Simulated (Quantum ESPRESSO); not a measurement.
# Band energies of PbS

```
PbS
1.0
    2.11266     1.21974     3.45192
   -2.11266     1.21974     3.45192
    0.00000    -2.43949     3.45192
S Pb
1 1
Cartesian
  0.00000   0.00000   5.43639
  0.00000   0.00000   0.20121
```

PBEsol (Quantum ESPRESSO, PseudoDojo norm-conserving, 56 Ry, with spin-orbit coupling); path ΓLB1,BZΓX,QFP1Z,LP; energies in eV from the valence-band maximum.

```
k (1/Å)  point  band 20  band 21  band 22  band 23  band 24  band 25  band 26  band 27
-------  -----  -------  -------  -------  -------  -------  -------  -------  -------
0.00         Γ    -1.87     3.49     3.49     5.94     5.94     5.96     5.96     6.80
0.23              -1.61     2.86     2.92     4.64     4.74     5.09     5.09     6.72
0.57              -0.74     1.22     1.24     2.55     2.61     3.35     3.35     7.23
0.80              -0.19     0.37     0.41     1.80     1.82     2.72     2.72     8.29
0.91         L     0.00     0.12     0.12     1.71     1.71     2.64     2.64     8.62
1.12              -0.59     0.82     0.86     2.37     2.45     3.34     3.44     8.24
1.34              -0.86     1.53     1.54     3.63     3.70     4.41     4.50     7.92
1.65        B1    -0.87     2.00     2.01     4.57     4.58     4.87     4.87     7.86
1.65         B    -0.87     2.00     2.01     4.57     4.58     4.87     4.87     7.86
1.76              -0.87     1.93     1.95     4.47     4.50     4.83     4.86     7.84
2.08              -0.80     1.18     1.27     2.99     3.06     3.96     4.01     8.05
2.40         Z    -0.06     0.18     0.18     1.71     1.71     2.64     2.64     8.61
2.63              -0.49     0.77     0.77     2.12     2.12     2.96     2.96     7.73
2.97              -1.35     2.33     2.33     3.89     3.89     4.45     4.45     6.76
3.19              -1.81     3.32     3.32     5.49     5.49     5.67     5.68     6.80
3.31         Γ    -1.87     3.49     3.49     5.94     5.94     5.96     5.96     6.80
3.51              -1.60     2.95     3.01     4.78     4.90     5.28     5.31     6.76
3.71              -0.93     1.84     1.88     3.38     3.45     4.54     4.56     7.11
4.02              -0.55     1.02     1.06     2.58     2.58     4.34     4.34     8.20
4.22              -1.40     1.92     1.94     3.16     3.21     4.67     4.68     8.00
4.42         X    -2.25     2.97     3.06     4.09     4.26     5.16     5.17     6.32
4.42         Q    -2.25     2.97     3.06     4.09     4.26     5.16     5.17     6.32
4.79         F    -3.07     3.94     3.94     4.53     4.53     5.90     5.90     6.26
5.04              -2.70     3.58     3.59     4.53     4.53     5.51     5.51     5.90
5.17        P1    -2.27     3.01     3.01     4.17     4.18     5.17     5.17     6.33
5.35              -1.76     2.26     2.31     3.49     3.52     4.67     4.70     7.14
5.53              -1.04     1.24     1.34     2.62     2.68     3.77     3.80     8.00
5.81         Z    -0.06     0.18     0.18     1.71     1.71     2.64     2.64     8.61
5.81         L     0.00     0.12     0.12     1.71     1.71     2.64     2.64     8.62
5.90              -0.18     0.30     0.36     1.88     1.90     2.80     2.80     8.52
6.18              -1.43     1.79     1.82     3.07     3.09     4.28     4.30     7.60
6.45         P    -2.27     3.01     3.01     4.17     4.18     5.17     5.17     6.33
```

The PBEsol gap is direct, 0.12 eV at L.

So small a PBEsol gap in heavy elements may be inverted, where one-shot corrections to single bands mislead.

Geometry of the Materials Project entry, not relaxed at this level.

This is not the ordinary phase of the substance; no match was found in the copy of COD used, and its stability was not checked.
